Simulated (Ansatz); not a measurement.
Consider the following.

TiAl$_{3}$ (D022 type, space group I4/mmm)

```
CELL_PARAMETERS angstrom
     -1.92294     1.92294     4.30997
      1.92294    -1.92294     4.30997
      1.92294     1.92294    -4.30997
ATOMIC_POSITIONS crystal
  Al 0.50000 0.50000 0.00000
  Al 0.75000 0.25000 0.50000
  Al 0.25000 0.75000 0.50000
  Ti 0.00000 0.00000 0.00000
```

In each cell atom 4 (Ti, nearest neighbour Al at 2.719 Å; its periodic images, 3.8 Å or more away, move with it) moves by s·(0.000, 0.000, 1.000) (along Cartesian z), the rest being held.

The numbers are results of PBE (plane waves to 420 eV, PAW, scalar-relativistic; Ansatz, a program for electronic structure), not measurements. k mesh 14×14×14 (Γ-centred), Fermi-Dirac smearing 0.05 eV. Energies are smeared free energies. With partly filled bands, energies and forces of such displacements shift with the k mesh and the smearing. TiAl3 is run without spin polarisation. TiAl3 was relaxed with its symmetry unable to fall. The zero of ΔE is the undisplaced structure.

The scan covers s from -0.540 to 0.540 Å in 11 points.

Q: Is the energy the same for equal positive and negative displacements?

A: Even: the same for both signs. With its periodic images moving along, the atom's site symmetry in this cell is 4/mmm.

Q: What is the force constant k = d²E/ds² of this move at s = 0?

A: 7.45 eV/Å².

(For displaced atoms, the force is minus the slope of the energy, and its curvature is a force constant, which sets phonon frequencies.)
